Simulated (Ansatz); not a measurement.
Sn2Au:
```
CELL_PARAMETERS angstrom
      0.00000     4.31204     4.31204
      4.31204     0.00000     4.31204
      4.31204     4.31204     0.00000
ATOMIC_POSITIONS crystal
  Sn 0.62500 0.62500 0.62500
  Sn 0.12500 0.62500 0.62500
  Sn 0.62500 0.12500 0.62500
  Sn 0.62500 0.62500 0.12500
  Au 0.25000 0.25000 0.25000
  Au 0.00000 0.00000 0.00000
```

Relaxed with PBE. Special points in fractions of this cell's reciprocal vectors: Γ (0.000, 0.000, 0.000); X (0.500, 0.000, 0.500); U (0.625, 0.250, 0.625); K (0.375, 0.375, 0.750); L (0.500, 0.500, 0.500); W (0.500, 0.250, 0.750).

Problem. List the band energies nearest the Fermi level at these points for PBE with spin–orbit coupling (plane waves, PAW; program Ansatz).

Solution. In eV from the Fermi level; about four levels below and three above (degenerate sets whole), none deeper than 8.9 eV; points with the same levels are listed once.

```json
[
 {"k": "Γ", "below": "-1.65 -1.65 -1.65 -1.65 -1.15 -1.15", "above": "0.28 0.28 0.42 0.42 0.42 0.42"},
 {"k": "X", "below": "-2.17 -2.17 -2.17 -2.17", "above": "0.25 0.25 0.25 0.25"},
 {"k": "U", "below": "-0.56 -0.56 -0.16 -0.16", "above": "0.27 0.27 1.54 1.54"},
 {"k": "L", "below": "-0.98 -0.98 -0.63 -0.63", "above": "0.85 0.85 1.36 1.36"},
 {"k": "W", "below": "-1.73 -1.73 -1.66 -1.66", "above": "0.90 0.90 1.20 1.20"}
]
```

Space group Fd-3m (cubic Laves (MgCu2 type)). The cell is a constructed one: a structure type filled with these elements; neither database checked (COD, Materials Project) lists it. COD files the formula under space group No. 61, so this cell is another polymorph or a model. Its standing as an ambient phase is unchecked. Symmetry was held in the PBE relaxation; its stability against distortions is not shown here.

Potentials: the earlier of the program's two PAW sets.
